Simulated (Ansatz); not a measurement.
The start is a relaxed Rh cell, doubled along one cell vector, shaken by Gaussian noise of σ = 0.08 Å a coordinate. Cell shape, volume and atoms are optimised at zero target pressure with PBEsol (plane waves to 420 eV, PAW, scalar-relativistic; Ansatz, an electronic-structure program). The first steps use a coarse 8×16×14 k-mesh.

The start:
```
CELL_PARAMETERS angstrom
     -3.23494     3.23494     2.64583
      1.61747    -1.61747     1.32291
      1.61747     1.61747    -1.32291
ATOMIC_POSITIONS crystal
  Rh 0.99091 0.01864 0.01074
  Rh 0.48080 0.97770 0.99117
```

Largest initial force: 0.47 eV/Å, on Rh1, Rh2 (atoms numbered as listed)
Energy released: 0.25 eV/atom
Volume change: -2.5 %, from 13.84 to 13.50 Å³/atom
Relative to the parent: It does not go back: it reaches Fm-3m (No. 225), fcc (Cu type), 0.24 eV/atom below the parent
Shortest distances (start → end): The closest pairs of elements (up to four, under 3.6 Å), start → end: Rh–Rh 2.58 → 2.67 Å
Band gap at the end: zero (metallic)
Optimiser moves: 14

Final values are on a 21×21×21 k-mesh of the relaxed cell. No spin polarisation in the result.

The run could not lose the symmetry of its start.

Of the parent cell (I4/mmm (No. 139)): it is a generated cell of Rh: the first start was made by placing the elements on the sites of a structure type, and the end was not matched to a known phase here, so it may be hypothetical. Known forms of Rh include space group No. 225.
